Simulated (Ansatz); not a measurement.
Be$_{2}$B (fluorite or antifluorite type, Fm-3m) at seven volumes, DFT-LDA in the program Ansatz with PAW potentials, scaled uniformly. One row is withheld.

```
V (Å³/atom)  P (GPa)
-----------  -------
6.939          17.24
7.167          10.72
7.396              ?
7.625           0.02
7.854          -4.36
8.082          -8.20
8.311         -11.58
```

Task: Fit the shown pressures and predict the withheld one.

Result: P = (3/2)B₀(x^(7/2) − x^(5/2))[1 + (3/4)(B′ − 4)(x − 1)] with x = (V₀/V)^(2/3). Least squares on the six rows gives V₀ = 7.626 Å³/atom, B₀ = 156 GPa, B′ = 3.39. At V = 7.396, x = 1.0206 and P = 5.03 GPa. The run itself gave 5.01 GPa.

The workflow started from an entry of the Crystallography Open Database (COD). Its standing as an ambient phase is unchecked. The cell was relaxed with LDA under the symmetry of its start; phonons on a q-mesh show no instability.

Potentials: the later of the program's two PAW sets.
